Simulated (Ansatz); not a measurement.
Input, command and steps of an Ansatz relaxation.

```yaml
crystal:
  lattice:
    - [3.7172593922, 0.0, 0.0]
    - [0.0, 3.7172593922, 0.0]
    - [0.0, 0.0, 8.3489288845]
  atoms:
    - { symbol: Zr, position: [0.0, 0.5, 0.2630581084] }
    - { symbol: Zr, position: [0.5, 0.0, 0.7369418916] }
    - { symbol: Ge, position: [0.0, 0.0, 0.0] }
    - { symbol: Ge, position: [0.5, 0.5, 0.0] }
    - { symbol: Se, position: [0.0, 0.5, 0.6199762766] }
    - { symbol: Se, position: [0.5, 0.0, 0.3800237234] }
basis:
  ecutwfc: 420
kpoints:
  mp_grid: { grid: [10, 10, 6] }
hamiltonian:
  xc: pbesol
scf:
  occupations: { method: gaussian, width: 0.1 }
output:
  forces: true
  stress: true
  eigenvalues: true
  write_density: true
  write_potential: true
  elf: true
  volumetric_format: npy
relax:
  adjacent_minimum: "off"
  f_tol: 0.01
  max_steps: 30
  cell: { stress_tol: 0.1, fix: [volume] }
```

```bash
ansatz run input.yaml --threads 2 --pin off --max-ram 5120MiB --backend cpu --events-out ev --progress --plain --runs-dir out
```

These are results of Ansatz, DFT PBEsol, scalar-relativistic, plane waves, PAW, not measurements.

The volume is held at 1.03 times that of the relaxed cell.

Of 4 frames 3 are shown, positions in Å and forces in eV/Å; the SCF threshold varies from step to step. Steps run on the plane waves of an earlier cell, with a Pulay correction in the pressure. The basis is chosen afresh for the last frame, the zero of the energies, and at times for earlier ones too; energy and pressure step there, also at an unchanged geometry. The mark taken_back stands on steps that the optimiser undid.

```xyz
6
Lattice="3.7173 0.0000 0.0000 0.0000 3.7173 0.0000 0.0000 0.0000 8.3489" Properties=species:S:1:pos:R:3:forces:R:3 pbc="T T T" step=1 free_energy_over_end_meV_per_atom=0.17 pressure_GPa=-3.32
Zr    0.0000    1.8586    2.1963    0.0000    0.0000   -0.0540
Zr    1.8586    0.0000    6.1527    0.0000    0.0000    0.0540
Ge    0.0000    0.0000    0.0000    0.0000    0.0000    0.0000
Ge    1.8586    1.8586    0.0000    0.0000    0.0000    0.0000
Se    0.0000    1.8586    5.1761    0.0000    0.0000    0.0527
Se    1.8586    0.0000    3.1728    0.0000    0.0000   -0.0527
6
Lattice="3.7183 0.0000 0.0000 0.0000 3.7183 0.0000 0.0000 0.0000 8.3445" Properties=species:S:1:pos:R:3:forces:R:3 pbc="T T T" step=2 free_energy_over_end_meV_per_atom=0.48 pressure_GPa=-3.08 taken_back
Zr    0.0000    1.8591    2.1784    0.0000    0.0000    0.0900
Zr    1.8591    0.0000    6.1661    0.0000    0.0000   -0.0900
Ge    0.0000    0.0000    0.0000    0.0000    0.0000    0.0000
Ge    1.8591    1.8591    0.0000    0.0000    0.0000    0.0000
Se    0.0000    1.8591    5.1985    0.0000    0.0000   -0.0924
Se    1.8591    0.0000    3.1459    0.0000    0.0000    0.0924
6
Lattice="3.7149 0.0000 0.0000 0.0000 3.7149 0.0000 0.0000 0.0000 8.3594" Properties=species:S:1:pos:R:3:forces:R:3 pbc="T T T" step=4 free_energy_over_end_meV_per_atom=0.00 pressure_GPa=-3.22
Zr    0.0000    1.8575    2.1908    0.0000    0.0000    0.0024
Zr    1.8575    0.0000    6.1686    0.0000    0.0000   -0.0024
Ge    0.0000    0.0000    0.0000    0.0000    0.0000    0.0000
Ge    1.8575    1.8575    0.0000    0.0000    0.0000    0.0000
Se    0.0000    1.8575    5.1923    0.0000    0.0000    0.0009
Se    1.8575    0.0000    3.1671    0.0000    0.0000   -0.0009
```

The run took 64 s on 2 threads of Arm Neoverse V2, on a shared host, peak memory 0.68 GiB.